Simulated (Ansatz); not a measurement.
## Relaxing a structure of HgTe

The start is a generated trial cell of HgTe in the AFLOW prototype AB_hP12_194_af_bf (as in MoC). A full variable-cell relaxation at zero pressure is run with r2SCAN (plane waves to 500 eV, PAW, scalar-relativistic; Ansatz, a quantum-chemistry and plane-wave program). The first steps use a coarse 5×5×1 k-mesh.

Initial structure:
```
HgTe
1.0
    4.71801     0.00000     0.00000
   -2.35901     4.08592     0.00000
    0.00000     0.00000    22.90038
Hg Te
6 6
Direct
  0.00000   0.00000   0.25000
  0.00000   0.00000   0.75000
  0.33333   0.66667   0.58300
  0.66667   0.33333   0.08300
  0.66667   0.33333   0.41700
  0.33333   0.66667   0.91700
  0.00000   0.00000   0.00000
  0.00000   0.00000   0.50000
  0.33333   0.66667   0.16600
  0.66667   0.33333   0.66600
  0.66667   0.33333   0.83400
  0.33333   0.66667   0.33400
```

- Outcome = The space group stays P6₃/mmc (No. 194) (the run could not lower it); the end is AFLOW prototype AB_hP12_194_af_bf (as in MoC), with 12 atoms in the primitive cell
- Energy released = 0.22 to 0.23 eV/atom (the two k-meshes of the run give this range)
- Volume change = -22.4 %, from 36.79 to 28.54 Å³/atom
- Band gap at the end = no gap (metallic)
- Optimiser moves = 8

The end point of the relaxation:

```cif
data_Hg6Te6
_chemical_formula_sum 'Hg6 Te6'
_space_group_name_H-M_alt 'P63/mmc'
_space_group_IT_number 194
_space_group_name_Hall '-P 6c 2c'
_cell_length_a 4.27138
_cell_length_b 4.27138
_cell_length_c 21.67628
_cell_angle_alpha 90.000
_cell_angle_beta 90.000
_cell_angle_gamma 120.000
loop_
_atom_site_label
_atom_site_type_symbol
_atom_site_symmetry_multiplicity
_atom_site_Wyckoff_symbol
_atom_site_fract_x
_atom_site_fract_y
_atom_site_fract_z
_atom_site_occupancy
Hg1 Hg 2 b 0.00000 0.00000 0.25000 1
Hg2 Hg 4 f 0.66667 0.33333 0.08203 1
Te1 Te 2 a 0.00000 0.00000 0.00000 1
Te2 Te 4 f 0.33333 0.66667 0.16224 1
```

Final values are on a 10×10×2 k-mesh of the relaxed cell. No spin polarisation in the result.

The run could not lose the symmetry of its start: the end is stationary, and may be a saddle point rather than a minimum.

The relaxed structure here is a generated cell of HgTe: the first start was made by placing the elements on the sites of a structure type, and the end was not matched to a known phase here, so it may be hypothetical. Known forms of HgTe include space group No. 216.
